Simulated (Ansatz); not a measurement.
Stress against strain in Y2C

```yaml
crystal:
  lattice:
    - [1.81242, 1.04640, 5.98800]
    - [-1.81242, 1.04640, 5.98800]
    - [0.00000, -2.09280, 5.98800]
  atoms:
    - { symbol: Y, position: [0.25793, 0.25793, 0.25793] }
    - { symbol: Y, position: [0.74207, 0.74207, 0.74207] }
    - { symbol: C, position: [0.00000, 0.00000, 0.00000] }
```

Atom numbers follow the list: Y1, Y2, C3.

The cell comes from COD entry 1531888, which wasn't checked; take it as a given geometry.

Method: DFT, PBEsol, all-electron LAPW, scalar-relativistic in Ansatz 0.2.0.

Settings: a Γ-centred 11×11×11 k mesh, Fermi–Dirac smearing of 0.05 eV, basis error target 1 meV/atom, no spin polarisation.

The strain is applied along the Cartesian axes of the cell as listed (the other components stay zero). Fractional coordinates are held (clamped ions).

σ is the change of stress from the unstrained cell, which is at -2.85 GPa; tension is positive, so slopes are stress–strain coefficients at that pressure. In a metal the k mesh adds noise.

Only quantities that a quadratic follows smoothly over the whole series are listed; rougher ones are left out.

| εzz | σzz (GPa) | σxx (GPa) |
| --- | --- | --- |
| -0.0200 | -3.51 | -0.79 |
| -0.0100 | -1.74 | -0.37 |
| 0.0000 | 0.00 | 0.00 |
| 0.0200 | 3.39 | 0.62 |

Task: Fit the series and read off the stiffness at zero strain.

Result: Least-squares fits y = p0 + p1 x + p2 x² to the rows give σzz (GPa): p1 = 172, p2 = -150; σxx (GPa): p1 = 35.2, p2 = -220. So C33 = 172 GPa and C13 = 35 GPa, for these axes.

Task: One run, at εzz = 0.0100, is withheld. Predict its row.

Result: The fits give 1.71, 0.33; the run gave 1.71, 0.33.
